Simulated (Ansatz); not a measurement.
Data:

Ge₂Sb₂Te₅ (Ge2Sb2Te5-Kooi type, space group P-3m1)

```
CELL_PARAMETERS angstrom
      4.29328     0.00000     0.00000
     -2.14664     3.71809     0.00000
      0.00000     0.00000    17.63419
ATOMIC_POSITIONS crystal
  Te 0.00000 0.00000 0.00000
  Ge 0.66667 0.33333 0.09824
  Ge 0.33333 0.66667 0.90176
  Te 0.33333 0.66667 0.19409
  Te 0.66667 0.33333 0.80591
  Sb 0.00000 0.00000 0.30944
  Sb 0.00000 0.00000 0.69056
  Te 0.66667 0.33333 0.40641
  Te 0.33333 0.66667 0.59359
```

This relaxed cell (volume V₀) is scaled evenly in all directions, its shape held. The atoms relax within the cell's symmetry.

All values below come from PBE (plane waves to 420 eV, PAW, scalar-relativistic; Ansatz, an electronic-structure program). k mesh 9×9×2 (Γ-centred), Fermi-Dirac smearing 0.05 eV. E stands for the smeared free energy. Compression counts positive. With the shape held, the modulus is that of even scaling; a crystal free to change shape is softer. Ge2Sb2Te5 was relaxed with its symmetry unable to fall. Spin-orbit coupling is left out, though Sb and Te are heavy. The zero of ΔE is the relaxed starting cell.

The scan covers V/V₀ from 0.840 to 1.160 in 13 points.

What is the fitted pressure derivative B₀′?

8.0.

What bulk modulus at fixed cell shape B₀ follows from a third-order Birch-Murnaghan fit?

25.4 GPa.

(A scan under strain: stresses follow from slopes of the energy per volume, elastic moduli from its curvatures.)
